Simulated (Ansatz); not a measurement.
Al2Au: do energies and stresses tell the same story?

Level of theory: Ansatz 0.2.0, DFT PBEsol, scalar-relativistic, plane waves, PAW.

Plane waves to 420 eV, a k mesh through Γ of 12×12×12 on the computed 3-atom cell and Gaussian smearing (0.10 eV); no spin polarisation.

Relaxed cell: Fm-3m, a = 6.003 Å, b = 6.003 Å, c = 6.003 Å, α = 90.00°, β = 90.00°, γ = 90.00°, 3 atoms in the primitive cell. Whether it is the stable form of this composition wasn't checked.

Energies at zero smearing and pressures from the stress tensor, at volumes with shape and atoms relaxed:
| V (Å³/atom) | E − E(first) (meV/atom) | P (GPa) |
| --- | --- | --- |
| 15.864 | 0.00 | 19.78 |
| 16.404 | -55.92 | 13.52 |
| 16.945 | -92.39 | 8.23 |
| 17.486 | -112.43 | 3.76 |
| 18.027 | -118.60 | 0.00 |
| 18.568 | -113.11 | -3.17 |
| 19.108 | -97.81 | -5.83 |
| 19.830 | -64.85 | -8.71 |

Problem. Check P = −dE/dV between neighbouring volumes, and get the bulk modulus from the pressures alone.

Solution. With 1 eV/Å³ = 160.2 GPa:
| middle V (Å³/atom) | −ΔE/ΔV (GPa) | mean P (GPa) |
| --- | --- | --- |
| 16.134 | 16.567 | 16.651 |
| 16.675 | 10.803 | 10.874 |
| 17.216 | 5.937 | 5.997 |
| 17.756 | 1.829 | 1.883 |
| 18.297 | -1.627 | -1.584 |
| 18.838 | -4.532 | -4.497 |
| 19.469 | -7.324 | -7.268 |

The two differ by 0.08 GPa at most. The mean of two end pressures misses the average over a step by about ΔV² P″/12, up to 0.09 GPa here; with that taken off 0.00 GPa remains. Around V = 18.027 Å³/atom, the two neighbours give B = −V ΔP/ΔV = 18.027 × 6.93 / 1.082 = 115.5 GPa, against B0 = 114.7 GPa from the Birch–Murnaghan fit of the energies.

Spin–orbit coupling is left out, which can shift energies with elements as heavy as these.